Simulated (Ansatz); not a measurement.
Relaxed-ion elastic tensor of Mg (9R (Sm type), space group No. 166) in GPa (Voigt order), plane-wave PAW PBEsol (Ansatz code); density 1.79 g/cm³, 22.54 Å³ per atom.

|  | 1 | 2 | 3 | 4 | 5 | 6 |
|---|---|---|---|---|---|---|
| 1 | 65.2 | 25.4 | 20.7 | 0.3 | 0.0 | 0.0 |
| 2 | 25.4 | 65.2 | 20.7 | -0.3 | 0.0 | 0.0 |
| 3 | 20.7 | 20.7 | 71.3 | 0.0 | 0.0 | 0.0 |
| 4 | 0.3 | -0.3 | 0.0 | 19.6 | 0.0 | 0.0 |
| 5 | 0.0 | 0.0 | 0.0 | 0.0 | 19.6 | 0.3 |
| 6 | 0.0 | 0.0 | 0.0 | 0.0 | 0.3 | 19.9 |

Question: Is the crystal mechanically stable?

Answer: Yes: the smallest eigenvalue of C is 19.3 GPa.

Question: Work out the Voigt, Reuss and Hill averages.

Answer: K_V = 37.2, K_R = 37.2, K_H = 37.2; G_V = 20.8, G_R = 20.6, G_H = 20.7 GPa.

Question: Give Young's modulus, Poisson's ratio, Pugh's ratio and the universal anisotropy index.

Answer: E = 9KG/(3K + G) = 52.4 GPa; ν = 0.27; K/G = 1.80 (near the Pugh limit of 1.75, no verdict); A_U = 5G_V/G_R + K_V/K_R − 6 = 0.05.

Question: Estimate the sound speeds and the Debye temperature.

Answer: v_l = √((K + 4G/3)/ρ) = 6020 m/s, v_t = √(G/ρ) = 3400 m/s, mean 3780 m/s; Θ = (h/k)(3n/4πV)^(1/3) v_m = 399 K.

Question: How much does each axis shrink under pressure?

Answer: Linear compressibilities β_i = Σ_j S_ij (j = 1 to 3): x 9.0, y 9.0, z 8.8 per TPa.

Space group R-3m (9R (Sm type)). The workflow started from a Materials Project entry (that database holds measured and hypothetical structures alike); the Crystallography Open Database copy checked does not list it. It is not the phase usual at ambient conditions (space group No. 194). Symmetry was held in the PBEsol relaxation; of distortions, only those at the zone centre were tested. As this level gives no gap, shear constants depend on the k-mesh and smearing (Fermi–Dirac, 0.1 eV here).

Potentials: the earlier of the program's two PAW sets.
